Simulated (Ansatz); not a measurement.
How long does this Ansatz run take?

```yaml
crystal:
  lattice:
    - [4.7799993808, 0.0, 0.0]
    - [-2.3899996904, 4.1396008938, 0.0]
    - [0.0, 0.0, 6.564]
  atoms:
    - { symbol: Ta, position: [0.5, 0.0, 0.5] }
    - { symbol: Ta, position: [0.5, 0.5, 0.8333333333] }
    - { symbol: Ta, position: [0.0, 0.5, 0.1666666667] }
    - { symbol: Si, position: [0.158927811, 0.3178556221, 0.5] }
    - { symbol: Si, position: [0.841072189, 0.158927811, 0.8333333333] }
    - { symbol: Si, position: [0.6821443779, 0.841072189, 0.1666666667] }
    - { symbol: Si, position: [0.841072189, 0.6821443779, 0.5] }
    - { symbol: Si, position: [0.158927811, 0.841072189, 0.8333333333] }
    - { symbol: Si, position: [0.3178556221, 0.158927811, 0.1666666667] }
kpoints:
  mp_grid: { grid: [8, 8, 5] }
scf:
  occupations: { method: fermi_dirac, width: 0.05 }
hamiltonian:
  xc: pbe
  pseudopotentials: { kind: paw_fr }
output:
  forces: true
  stress: true
  populations: true
  efg: { quadrupole_moments_barn: { Ta: 3.17 }, contact_densities: true }
magnetization:
  noncollinear: true
  spin_orbit: true
```

```sh
ansatz run input.yaml --threads 1 --pin off --max-ram 3072MiB --backend cpu --events-out ev --progress --plain --runs-dir out
```

It runs on 1 thread of Arm Neoverse N1 (aarch64; 28 cores open to the job, memory cap 3.0 GiB, no GPU), a shared host with a load of 0.6 a core.

Q: How much time and memory should be set aside?

A: About 3.8 min of wall time (3.8 min of CPU time) and 1 GiB. The run holds 63 valence electrons in 82 bands, about 2523 plane waves a k-point and 30 irreducible k-points, and took 7 SCF iterations. Times on a shared host vary by tens of per cent.
